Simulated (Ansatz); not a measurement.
A geometry of SnO2 away from equilibrium: step 51 of the relaxation of a relaxed SnO2 cell, doubled along one cell vector, shaken by Gaussian noise of σ = 0.08 Å a coordinate. Method: PBE (plane waves to 420 eV, PAW, scalar-relativistic; Ansatz, a first-principles code). Γ-centred k-mesh 7×4×8 on the run's cell (coarser than for final values), Fermi–Dirac smearing 0.05 eV.

```xyz
6
Lattice="3.1046 -0.0152 -0.9158 -0.0304 8.4718 0.0356 -0.7337 0.0143 3.1526" Properties=species:S:1:pos:R:3:forces:R:3 pbc="T T T" free_energy=-14316.990 pressure_GPa=2.8
O     -0.5235     1.9510     2.1368    0.0037    0.0032   -0.0044
O     -0.5414     6.1869     2.1547    0.0045    0.0032   -0.0043
O      0.7750    -0.3223     0.7568   -0.0037   -0.0031    0.0044
O      0.7625     3.9135     0.7746   -0.0045   -0.0032    0.0043
Sn     2.0387     2.9175    -0.5785   -0.0005    0.0000   -0.0001
Sn     2.0207     7.1534    -0.5607    0.0005    0.0000    0.0001
```

Positions in Å, forces in eV/Å, free energy of the cell in eV (comparable only within this code, potentials and settings). Largest force: 0.01 eV/Å, on O2, O4 (atoms numbered as listed); the geometry lies 0.04 eV/atom above the end of its relaxation.

No spin polarisation in the result. No dispersion correction is included, so spacings between layers, chains or molecules are soft and tend to come out too large.

The end of the path is a generated cell of SnO2: the first start was made by a random draw of sites in a space group, and the end was not matched to a known phase here, so it may be hypothetical. Known forms of SnO2 include space group No. 136.
